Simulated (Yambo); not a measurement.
Yambo run on K₂OsCl₄O₂ (space group I4/mmm, No. 139). The wavefunctions are PBEsol (pw.x of Quantum ESPRESSO, ONCV potentials, no spin-orbit coupling) ones on a 2×2×2 mesh (37 occupied bands); a = b = c = 6.7393 Å, α = β = 115.16°, γ = 98.61°.

Yambo input:

```
rim_cut
gw0
dyson
el_el_corr
HF_and_locXC
ppa
em1d
RandQpts= 1000000
RandGvec= 1 Ry
EXXRLvcs= 84 Ry
VXCRLvcs= 336 Ry
Chimod= "HARTREE"
% BndsRnXp
 5 | 328 |
%
NGsBlkXp= 6 Ry
% LongDrXp
 1.0 | 1.0 | 1.0 |
%
PPAPntXp= 27.2114 eV
% GbndRnge
 1 | 328 |
%
GTermKind= "BG"
DysSolver= "n"
ExtendOut
% QPkrange
 2 | 2 | 37 | 38 |
%
```

k points by index: 2 = X.

The o-*.qp file then holds:

```
#    K-point    Band    Eo [eV]    E [eV]    E-Eo [eV]    Vxc [eV]    Vnlxc [eV]    Sc|Eo [eV]    Sc|E [eV]    dSc/dw|Eo [eV]    Re(Z)    Im(Z)
#
    2    37    0.000000    -1.003248    -1.003248    -17.47259    -21.61461    2.895097    3.138772    -6.608421    0.804597    -0.001354
    2    38    1.643891    3.614974    1.971083    -19.32348    -14.68825    -2.135807    -2.664150    -7.293547    0.788620    -0.001518
```
(The two width columns are left out.) Convergence of these settings isn't established.

Geometry of the Materials Project entry, not relaxed at this level.
